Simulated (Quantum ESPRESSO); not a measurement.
## ZnIr2Cu3Pd2 (a curve over strain)

Simulated, not a measurement. The program is pw.x of Quantum ESPRESSO 7.5 (plane-wave density functional theory). The cell is made up: eight metal atoms on a face-centred cubic lattice, with elements, volume, strain and displacements drawn at random and not relaxed, so it may be unstable or far from any real phase. PseudoDojo standard norm-conserving files set the functional (PBE unless stated); there is no spin polarisation or spin-orbit coupling, the Fermi-Dirac width of 0.25 eV means electrons at about 2900 K, and the masses in the input are unused placeholders. The copper pseudopotential is less sure than most, with forces differing by about three percent and pressure by about two GPa from a second method on plain copper. Heavy elements are run without spin-orbit coupling, which real alloys of them have. A spin test at this wide smearing found no moment, but such smearing suppresses magnetism that the real alloy may have.

Seven runs add a strain to one cell (shear xy, as the tensor component); the atoms follow the cell and are not relaxed. Stress in the table is positive in tension.

Input of the run at +0.0017:

```
&control calculation='scf', pseudo_dir='./dojo.nc.sr.pbe.v0_5.standard.upf', outdir='./o', disk_io='minimal', tprnfor=.true., tstress=.true. /
&system ibrav=0, nat=8, ntyp=4, nbnd=87, ecutwfc=92.02030273, nosym=.true., tot_charge=0,
 occupations='smearing', smearing='fd', degauss=0.0183746611
/
&electrons conv_thr=1.470e-08, electron_maxstep=70, mixing_beta=0.5 /
ATOMIC_SPECIES
Cu 1.0 Cu.upf
Ir 1.0 Ir.upf
Pd 1.0 Pd.upf
Zn 1.0 Zn.upf
CELL_PARAMETERS angstrom
0.0106 1.9204 1.918
-3.7258 3.823 -3.8391
-3.9791 -3.9708 3.9444
ATOMIC_POSITIONS angstrom
Zn 0.0192 0.0204 0.0041
Ir -3.8236 -2.0107 1.9658
Ir -3.7635 0.041 0.1481
Cu -3.8181 1.9435 -1.9584
Pd -1.9433 -0.0409 1.909
Cu -1.9344 1.7797 -0.1205
Pd -5.6406 -0.1019 1.9824
Cu -5.8994 1.7654 0.1034
K_POINTS automatic
9 4 4 1 1 1
```

| added strain | free energy less that of the input shown (eV) | stress xx (GPa) | stress yy (GPa) | stress zz (GPa) | stress xy (GPa) | pressure (GPa) | iterations |
| --- | --- | --- | --- | --- | --- | --- | --- |
| -0.0201 | -0.0221 | -0.64 | 3.77 | 1.48 | -1.22 | -1.54 | 19 |
| -0.0174 | -0.0258 | -0.59 | 3.81 | 1.49 | -0.75 | -1.57 | 19 |
| -0.0148 | -0.0277 | -0.56 | 3.83 | 1.49 | -0.29 | -1.58 | 21 |
| -0.0037 | -0.0167 | -0.62 | 3.71 | 1.53 | 1.66 | -1.54 | 20 |
| +0.0017 | 0.0000 | -0.76 | 3.53 | 1.56 | 2.61 | -1.44 | 20 |
| +0.0109 | 0.0452 | -1.16 | 3.04 | 1.63 | 4.27 | -1.17 | 20 |
| +0.0188 | 0.1020 | -1.67 | 2.43 | 1.70 | 5.72 | -0.82 | 20 |

A cubic fit gives a slope of stress xy against the added strain of 177 GPa at zero added strain, with the atoms clamped. Across the table the energy follows the integral of volume times stress to 0.2 meV. A rerun of one of the cells at a higher cutoff and on a denser mesh moved values by no more than 0.025 eV in energy, 0.08 GPa in stress and 0.005 eV/Å in force, and a second program with other atomic files agreed on that cell to 2 % rms in force and 0.5 GPa in pressure.